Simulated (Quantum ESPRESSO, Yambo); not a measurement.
## G0W0 results for NaCuO2

```
NaCuO2
1.0
    3.24238    -1.36780     0.01262
    3.24238     1.36780     0.01262
   -3.11115     0.00000     5.19587
O Na Cu
2 1 1
Direct
  0.57479   0.57479   0.22870
  0.42521   0.42521   0.77130
  0.00000   0.00000   0.50000
  0.00000   0.00000   0.00000
```

Cell and atoms were relaxed with PBEsol from Materials Project entry mp-4541, within its symmetry.

Starting point: norm-conserving PBEsol (Quantum ESPRESSO, 92 Ry, no spin-orbit coupling). G0W0 in Yambo: 6×6×2 Γ-centred k mesh, bands 6 to 94 and a 8 Ry block in the screening, 94 bands in G with the Bruneval-Gonze terminator, plasmon pole fitted at 27.2 eV.

```
Quantity                                                                                           Result
------------------------------------------------------------------------------------------------  -------
PBEsol gap along the band path                                                                    0.46 eV
PBEsol gap between the mesh's edge points ((0, 0, -0.5) → (0.167, -0.167, -0.5))                  0.53 eV
G0W0 gap between the same points                                                                  2.15 eV
PBEsol smallest direct gap on the mesh (at (0.167, -0.167, -0.5))                                 0.84 eV
G0W0 direct gap at that point                                                                     2.48 eV
estimate of the fundamental G0W0 gap (path gap plus the correction; the mesh misses a band edge)  2.08 eV
```

```tsv
k point	band	E PBEsol (eV)	E QP (eV)	shift (eV)	Z
Γ	VB	-0.07	-0.64	-0.57	0.74
Γ	CB	1.82	3.05	1.23	0.74
(0, 0, -0.5)	VB	0.00	-0.56	-0.56	0.74
(0, 0, -0.5)	CB	1.92	3.16	1.24	0.75
(0, -0.5, 0)	VB	-0.05	-0.64	-0.58	0.74
(0, -0.5, 0)	CB	1.23	2.44	1.21	0.74
(0, -0.5, -0.5)	VB	-0.05	-0.64	-0.59	0.74
(0, -0.5, -0.5)	CB	1.18	2.38	1.20	0.74
(0.167, -0.167, -0.5)	VB	-0.32	-0.88	-0.56	0.74
(0.167, -0.167, -0.5)	CB	0.53	1.59	1.07	0.75
(-0.5, -0.5, 0)	VB	-0.34	-0.98	-0.64	0.74
(-0.5, -0.5, 0)	CB	1.87	3.11	1.24	0.75
(-0.5, -0.5, -0.5)	VB	-0.37	-1.04	-0.67	0.74
(-0.5, -0.5, -0.5)	CB	1.80	3.03	1.23	0.75
```

Energies count from the PBEsol valence-band maximum.

Nearest settings tried, and what they do to the gap: 2 Ry block (21 vectors against 119): +736 meV. Not varied: bands in G, bands in W, mesh. So the settings aren't converged at that level. Oxides, nitrides and fluorides with a shallow 3d shell are known to need far more bands and larger blocks.

The 3d shell has no Hubbard U; the runs are without spin polarisation, and magnetic order was not tried.
